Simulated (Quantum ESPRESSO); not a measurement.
Mo4RuHfGaOs, input and log of a self-consistent run

Simulated, not a measurement. The program is pw.x of Quantum ESPRESSO 7.5 (plane-wave density functional theory). The cell is made up: eight metal atoms on a hexagonal close-packed lattice, with elements, volume, strain and displacements drawn at random and not relaxed, so it may be unstable or far from any real phase. PseudoDojo standard norm-conserving files set the functional (PBE unless stated); there is no spin polarisation or spin-orbit coupling, the Fermi-Dirac width of 0.25 eV means electrons at about 2900 K, and the masses in the input are unused placeholders. Heavy elements are run without spin-orbit coupling, which real alloys of them have. A spin test at this wide smearing found no moment, but such smearing suppresses magnetism that the real alloy may have.

Input:

```
&control calculation='scf', pseudo_dir='./dojo.nc.sr.pbe.v0_5.standard.upf', outdir='./o', disk_io='minimal', tprnfor=.true., tstress=.true. /
&system ibrav=0, nat=8, ntyp=5, nbnd=74, ecutwfc=84.00895049, nosym=.true., tot_charge=0,
 occupations='smearing', smearing='fd', degauss=0.0183746611
/
&electrons conv_thr=1.470e-08, electron_maxstep=70, mixing_beta=0.5 /
ATOMIC_SPECIES
Ga 1.0 Ga.upf
Hf 1.0 Hf.upf
Mo 1.0 Mo.upf
Os 1.0 Os.upf
Ru 1.0 Ru.upf
CELL_PARAMETERS angstrom
2.8375 0.0108 4.6172
2.8091 -0.089 -4.6
-2.891 4.7921 0.0437
ATOMIC_POSITIONS angstrom
Mo 0.008 0.0443 0.015
Mo -1.4788 2.5114 0.1266
Ru 2.8553 1.4734 -2.2447
Hf 1.3566 4.0257 -2.1064
Ga 2.807 0.0091 0.0189
Mo 1.3418 2.3727 -0.0467
Mo 2.9065 1.5682 2.3765
Os 1.2297 4.0124 2.3343
K_POINTS automatic
6 6 5 1 1 1
```

The log is shortened where brackets say so; the opening notice, blank lines, dates and the lines on written files are dropped, and the path of the files is cut. It prints rydbergs, bohrs and kilobars, and counts compression as positive stress. Its total energy is the free energy E - TS of the whole cell.

```
     Program PWSCF v.7.5
     Parallel version (MPI & OpenMP), running on       4 processor cores
     Number of MPI processes:                 4
     Threads/MPI process:                     1
     [start-up lines left out]
     bravais-lattice index     =            0
     lattice parameter (alat)  =      10.2412  a.u.
     unit-cell volume          =     834.4081 (a.u.)^3
     number of atoms/cell      =            8
     number of atomic types    =            5
     number of electrons       =       113.00
     number of Kohn-Sham states=           74
     kinetic-energy cutoff     =      84.0090  Ry
     charge density cutoff     =     336.0358  Ry
     scf convergence threshold =      1.5E-08
     mixing beta               =       0.5000
     number of iterations used =            8  plain     mixing
     Exchange-correlation= PBE
                           (   1   4   3   4   0   0   0)
     [axes and pseudopotential details left out]
   Cartesian axes
     site n.     atom                  positions (alat units)
         1        Mo     tau(   1) = (   0.0014762   0.0081743   0.0027678  )
         2        Mo     tau(   2) = (  -0.2728708   0.4634080   0.0233605  )
         3        Ru     tau(   3) = (   0.5268650   0.2718744  -0.4141960  )
         4        Hf     tau(   4) = (   0.2503222   0.7428293  -0.3886766  )
         5        Ga     tau(   5) = (   0.5179526   0.0016791   0.0034875  )
         6        Mo     tau(   6) = (   0.2475913   0.4378148  -0.0086172  )
         7        Mo     tau(   7) = (   0.5363125   0.2893670   0.4385160  )
         8        Os     tau(   8) = (   0.2269064   0.7403751   0.4307291  )
     number of k points=    90  Fermi-Dirac smearing, width (Ry)=  0.0184
                       cart. coord. in units 2pi/alat
        k(    1) = (   0.1628970   0.2113893  -0.0027908), wk =   0.0222222
        k(    2) = (   0.1660638   0.4395036  -0.0052704), wk =   0.0222222
     [further k points left out]
     Dense  grid:    86751 G-vectors     FFT dimensions: (  60,  60,  64)
     Estimated max dynamical RAM per process >     452.85 MB
     Estimated total dynamical RAM >       1.71 GB
     Initial potential from superposition of free atoms
     starting charge     112.9888, renormalised to     113.0000
     Starting wfcs are   79 randomized atomic wfcs
     total cpu time spent up to now is       11.1 secs
     per-process dynamical memory:   376.3 Mb
     Self-consistent Calculation
     iteration #  1     ecut=    84.01 Ry     beta= 0.50
     Davidson diagonalization with overlap
     ethr =  1.00E-02,  avg # of iterations =  2.8
     total cpu time spent up to now is       43.6 secs
     total energy              =   -1231.76484105 Ry
     estimated scf accuracy    <       1.57585589 Ry
     iteration #  2     ecut=    84.01 Ry     beta= 0.50
     Davidson diagonalization with overlap
     ethr =  1.39E-03,  avg # of iterations =  3.5
     total cpu time spent up to now is       72.6 secs
     total energy              =   -1231.04359679 Ry
     estimated scf accuracy    <      13.17465099 Ry
     iteration #  3     ecut=    84.01 Ry     beta= 0.50
     Davidson diagonalization with overlap
     ethr =  1.39E-03,  avg # of iterations =  2.0
     total cpu time spent up to now is       93.4 secs
     total energy              =   -1232.37122198 Ry
     estimated scf accuracy    <       0.89852448 Ry
     iteration #  4     ecut=    84.01 Ry     beta= 0.50
     Davidson diagonalization with overlap
     ethr =  7.95E-04,  avg # of iterations =  1.7
     total cpu time spent up to now is      113.8 secs
     total energy              =   -1232.43426158 Ry
     estimated scf accuracy    <       0.23995699 Ry
     iteration #  5     ecut=    84.01 Ry     beta= 0.50
     Davidson diagonalization with overlap
     ethr =  2.12E-04,  avg # of iterations =  2.1
     total cpu time spent up to now is      136.7 secs
     total energy              =   -1232.45534672 Ry
     estimated scf accuracy    <       0.26727860 Ry
     [iterations 6 to 13 left out]
     iteration # 14     ecut=    84.01 Ry     beta= 0.50
     Davidson diagonalization with overlap
     ethr =  1.09E-09,  avg # of iterations =  2.0
     total cpu time spent up to now is      340.3 secs
     total energy              =   -1232.47793921 Ry
     estimated scf accuracy    <       0.00000158 Ry
     iteration # 15     ecut=    84.01 Ry     beta= 0.50
     Davidson diagonalization with overlap
     ethr =  1.09E-09,  avg # of iterations =  1.0
     total cpu time spent up to now is      358.2 secs
     total energy              =   -1232.47793933 Ry
     estimated scf accuracy    <       0.00000011 Ry
     iteration # 16     ecut=    84.01 Ry     beta= 0.50
     Davidson diagonalization with overlap
     ethr =  9.97E-11,  avg # of iterations =  2.1
     total cpu time spent up to now is      378.1 secs
     total energy              =   -1232.47793934 Ry
     estimated scf accuracy    <       0.00000015 Ry
     iteration # 17     ecut=    84.01 Ry     beta= 0.50
     Davidson diagonalization with overlap
     ethr =  9.97E-11,  avg # of iterations =  1.4
     total cpu time spent up to now is      396.2 secs
     total energy              =   -1232.47793934 Ry
     estimated scf accuracy    <       0.00000007 Ry
     iteration # 18     ecut=    84.01 Ry     beta= 0.50
     Davidson diagonalization with overlap
     ethr =  5.78E-11,  avg # of iterations =  1.0
     total cpu time spent up to now is      414.0 secs
     End of self-consistent calculation
     [lines on levels left out]
!    total energy              =   -1232.47793935 Ry
     estimated scf accuracy    <          6.5E-09 Ry
     smearing contrib. (-TS)   =      -0.12122639 Ry
     internal energy E=F+TS    =   -1232.35671296 Ry
     The total energy is F=E-TS. E is the sum of the following terms:
     one-electron contribution =    -201.32677059 Ry
     hartree contribution      =     178.93864940 Ry
     xc contribution           =    -228.78309512 Ry
     ewald contribution        =    -981.18549664 Ry
     convergence has been achieved in  18 iterations
     Forces acting on atoms (cartesian axes, Ry/au):
     atom    1 type  3   force =     0.00208455   -0.01153014    0.05619582
     atom    2 type  3   force =    -0.00995355   -0.02163101   -0.06141564
     atom    3 type  5   force =     0.00046690    0.04527763    0.00231310
     atom    4 type  2   force =    -0.03496936   -0.02167490   -0.07730327
     atom    5 type  1   force =    -0.00438967    0.01374947    0.00998027
     atom    6 type  3   force =     0.02025605   -0.01221242    0.10265322
     atom    7 type  3   force =    -0.01399497    0.03659438   -0.02915553
     atom    8 type  4   force =     0.04050005   -0.02857302   -0.00326798
     Total force =     0.183346     Total SCF correction =     0.000200
     Computing stress (Cartesian axis) and pressure
          total   stress  (Ry/bohr**3)                   (kbar)     P=       95.17
   0.00049225   0.00030472  -0.00001282           72.41       44.83       -1.89
   0.00030472   0.00080924  -0.00001937           44.83      119.04       -2.85
  -0.00001282  -0.00001937   0.00063928           -1.89       -2.85       94.04
     init_run     :      9.92s CPU     10.32s WALL (       1 calls)
     electrons    :    395.02s CPU    402.96s WALL (       1 calls)
     forces       :      3.26s CPU      3.26s WALL (       1 calls)
     stress       :     11.40s CPU     11.40s WALL (       1 calls)
     [timing details left out]
     PWSCF        :   7m 0.40s CPU   7m 8.77s WALL
     JOB DONE.
```

In other units: free energy -16768.717 eV for the cell, pressure 9.52 GPa, largest force component 2.639 eV/Å in size. The run took 431 s of wall time with four MPI processes on a shared machine (Intel Xeon, 2023 or later, virtual cores), so the time is rough. A rerun of this cell at a higher cutoff and on a denser mesh moved values by no more than 0.004 eV in energy, 0.02 GPa in stress and 0.004 eV/Å in force, and a second program with other atomic files agreed on that cell to 2 % rms in force and 0.5 GPa in pressure.